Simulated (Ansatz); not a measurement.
CoSi2 (fluorite or antifluorite type, Fm-3m) at seven volumes, plane-wave PAW LDA (Ansatz code), scaled uniformly. One row is withheld.

| V (Å³/atom) | P (GPa) |
|---|---|
| 11.122 | 23.65 |
| 11.489 | ? |
| 11.856 | 6.64 |
| 12.222 | 0.01 |
| 12.589 | -5.62 |
| 12.956 | -10.39 |
| 13.322 | -14.41 |

Question: Fit the shown pressures and predict the withheld one.

Answer: P = (3/2)B₀(x^(7/2) − x^(5/2))[1 + (3/4)(B′ − 4)(x − 1)] with x = (V₀/V)^(2/3). Least squares on the six rows gives V₀ = 12.223 Å³/atom, B₀ = 203 GPa, B′ = 4.46. At V = 11.489, x = 1.0422 and P = 14.44 GPa. The run itself gave 14.46 GPa.

Symmetry was held in the LDA relaxation; phonons on a q-mesh show no instability. No spin polarisation was allowed.

Potentials: the later of the program's two PAW sets.
